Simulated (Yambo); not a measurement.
A G0W0@PBEsol run in Yambo for CO₂ (space group P4_2/mnm, No. 136) (4×4×4 Γ-centred k mesh, 121 bands and a 7 Ry block in the screening, 121 bands in G with the Bruneval-Gonze terminator, plasmon pole fitted at 27.2 eV) gives these matrix elements, in eV, at the band edges (A → Γ):

| state | E0 | <Vxc> | <Σx> | <Σc(E0)> | Z |
|---|---|---|---|---|---|
| valence edge | 0.000 | -19.849 | -25.263 | 2.685 | 0.836 |
| conduction edge | 6.569 | -9.655 | -5.205 | -2.815 | 0.893 |

Task: Solve the linearised quasiparticle equation for both states, give the gap, and say how exchange and correlation each act on it.

Result: E = E0 + Z(Σx + Σc − Vxc). Valence: 0.000 + 0.836 × (-25.263 + (2.685) − (-19.849)) = -2.28 eV. Conduction: 6.569 + 0.893 × (-5.205 + (-2.815) − (-9.655)) = 8.03 eV. The gap is 10.31 eV, against 6.57 eV in PBEsol. Replacing Vxc by bare exchange alone would open it by 9.86 eV; correlation takes back 5.50 eV of that, and Z scales what is left. Nearest settings tried, and what they do to the gap: 79 bands in W, 79 bands in G: +52 meV; 6 Ry block (171 vectors against 195): -21 meV. Not varied: mesh. So the settings aren't converged at that level. 

Geometry relaxed with PBE+D3(BJ); primitive cell a = 4.378 Å, b = 4.378 Å, c = 4.767 Å, α = 90.00°, β = 90.00°, γ = 90.00°.

The structure is a Materials Project entry; no match was found in the copy of COD used, and its stability was not checked.
